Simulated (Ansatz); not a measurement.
The elements of this relaxed trial crystal are hidden behind letters.

```
lattice vectors (Å)
   8.7089    0.0000    0.0000
   0.0000    8.7089    0.0000
   0.0000    0.0000    3.4671
fractional positions
X 0.5000 0.5000 0.0000
X 0.0000 0.0000 0.0000
X 0.8648 0.6352 0.0000
X 0.1352 0.3648 0.0000
X 0.6352 0.1352 0.0000
X 0.3648 0.8648 0.0000
Z 0.5000 0.5000 0.5000
Z 0.6805 0.5907 0.0000
Z 0.3195 0.4093 0.0000
Z 0.5907 0.3195 0.0000
Z 0.4093 0.6805 0.0000
Z 0.0000 0.0000 0.5000
Z 0.9093 0.8195 0.0000
Z 0.0907 0.1805 0.0000
Z 0.8195 0.0907 0.0000
Z 0.1805 0.9093 0.0000
Z 0.8637 0.6363 0.5000
Z 0.0000 0.5000 0.0000
Z 0.1363 0.3637 0.5000
Z 0.6363 0.1363 0.5000
Z 0.5000 0.0000 0.0000
Z 0.3637 0.8637 0.5000
```

All numbers below come from DFT PBE, scalar-relativistic, plane waves, PAW in Ansatz. Cutoff 420 eV, Γ-centred 6×6×12 mesh (22-atom cell), Gaussian smearing of 0.10 eV, collinear spin.

| Quantity | Value |
| --- | --- |
| Space group | P4/mbm (No. 127) |
| Conventional cell | a = 8.709 Å, c = 3.467 Å |
| Volume per atom | 11.95 Å³ |
| Density | 2.68 g/cm³ |
| Formation energy | −1.71 eV/atom |
| Gap on the 6×6×12 mesh of the 22-atom cell | 0 eV (a metal) |
| Net moment per atom | 0.28 μB |

Energies are uncorrected and count from the elements' standard states at the same level.

Task: X is a p-block element of period 3 and Z is a p-block element of period 2. Which elements are they?

Result: X = Si, Z = O, so the formula is Si3O8. Density times volume gives a mean mass of 2.68 × 11.95/1.6605 = 19.3 u per atom, and this set has 19.3 u. Among the elements that the hints allow, noble gases aside, only these give it. Si on a site of symmetry 4/m has 6 O at 1.73–1.76 Å; Si on a site of symmetry m2m has 5 O at 1.65–1.73 Å; O on a site of symmetry 4/m has 2 Si at 1.73 Å; 3 more sites not described.

The magnetic state reached may not be the lowest. A structure relaxed within its symmetry needn't be a true minimum.
